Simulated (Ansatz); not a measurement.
**Zone-centre phonons of KCaF₃ at 10.4 GPa: input and output**

Method: DFT PBEsol, scalar-relativistic, plane waves, PAW in Ansatz 0.2.0.

Launched with:
```bash
ansatz run input.yaml --threads 1 --pin off --max-ram 2560MiB --backend cpu --events-out ev --progress --plain --runs-dir out
```

Input (bare energies are in eV):
```yaml
crystal:
  lattice:
    - [4.2023, 0.0, 0.0]
    - [0.0, 4.2023, 0.0]
    - [0.0, 0.0, 4.2023]
  atoms:
    - { symbol: K, position: [0.0, 0.0, 0.0] }
    - { symbol: Ca, position: [0.5, 0.5, 0.5] }
    - { symbol: F, position: [0.5, 0.5, 0.0] }
    - { symbol: F, position: [0.5, 0.0, 0.5] }
    - { symbol: F, position: [0.0, 0.5, 0.5] }
basis:
  ecutwfc: 420
kpoints:
  mp_grid: { grid: [6, 6, 6] }
hamiltonian:
  xc: pbesol
scf:
  occupations: { method: fixed }
output:
  eigenvalues: true
phonons:
  method: dfpt
  dielectric: true
  rigid_motions: translations
  eigenvectors: true
```

Results section of the output:
```
--- Phonons (Γ-DFPT): 4 representative perturbations + reference, on 80 of 216 k-points (Σ response iterations 12) ---
  k mesh reduced under 2 symmetry operations, with k and −k counted as one. Each operation leaves every solved perturbation unchanged. A smaller set is not considered because the run solves the response ...
  ASR residual: 1.659e-3 → 0.000e0 eV/Å²; symmetrization residual: 3.877e-6 eV/Å²
  ASR residual per site (eV/Å²): 1.27e-4 1.66e-3 1.22e-3 1.22e-3 1.22e-3
  Γ frequencies (cm⁻¹): -65.57 -65.57 -65.57 0.00 0.00 0.00 19.86 19.86 19.86 146.41 146.41 146.41 572.26 572.26 572.26
  ε∞ (high-frequency dielectric tensor):
        2.185389    -0.000000     0.000000
        0.000000     2.185389     0.000000
        0.000000     0.000000     2.185389
  softest optical mode at Γ: -65.57 cm⁻¹; the repairs (sum rule, projections) moved no ω² at Γ by more than (4.27 cm⁻¹)²
  Born effective charges Z* (e; rows j = field, columns β = displacement):
    site 0:
         1.19366    0.00000    0.00000
        -0.00000    1.19366    0.00000
         0.00000    0.00000    1.19366
    site 1:
         2.38250    0.00000    0.00000
         0.00000    2.38250    0.00000
         0.00000    0.00000    2.38250
    site 2:
        -0.91288    0.00000    0.00000
        -0.00000   -0.91288    0.00000
         0.00000    0.00000   -1.75041
    site 3:
        -0.91288    0.00000    0.00000
         0.00000   -1.75041    0.00000
         0.00000    0.00000   -0.91288
    site 4:
        -1.75041    0.00000    0.00000
         0.00000   -0.91288    0.00000
         0.00000    0.00000   -0.91288
  Z* charge neutrality: 1.443e-5 e pre-enforcement
  k-mesh period / interband length: 25.2 Å / 0.98 Å = 25.80 at k = (0.0000, 0.0000, 0.0000), direct gap 6.943 eV — 14 or more, which is no proof of convergence
  optical modes at Γ without the LO–TO term, one row a degenerate level:
      ω (cm⁻¹) modes IR ((D/Å)²/amu)
        -65.57      3             0.0000
         19.86      3            10.0717
        146.41      3             0.8358
        572.26      3            18.6514
  optical modes at Γ + LO–TO along q̂ = [1.0000, 0.0000, 0.0000]:
      ω (cm⁻¹) modes IR ((D/Å)²/amu)
        -65.57      3             0.0000
         19.86      2             6.7145
        135.51      1             0.1446
        146.41      2             0.5572
        201.78      1             2.0003
        572.26      2            12.4342
        647.93      1             7.7080
  optical modes at Γ + LO–TO along q̂ = [0.0000, 1.0000, 0.0000]:
      ω (cm⁻¹) modes IR ((D/Å)²/amu)
        -65.57      3             0.0000
         19.86      2             6.7145
        135.51      1             0.1446
        146.41      2             0.5572
        201.78      1             2.0003
        572.26      2            12.4342
        647.93      1             7.7080
  optical modes at Γ + LO–TO along q̂ = [0.0000, 0.0000, 1.0000]:
      ω (cm⁻¹) modes IR ((D/Å)²/amu)
        -65.57      3             0.0000
         19.86      2             6.7145
        135.51      1             0.1446
        146.41      2             0.5572
        201.78      1             2.0003
        572.26      2            12.4342
        647.93      1             7.7080
```

Time: 3.1 min on 1 thread of Intel(R) Xeon(R) Processor @ 2.50GHz (Skylake/Cascade Lake) (shared host), peak memory 0.84 GiB.

Its imaginary modes show that this cell, the ideal cubic perovskite prototype, isn't a minimum of the energy.

Negative frequencies stand for imaginary ones: the cell is unstable against these modes.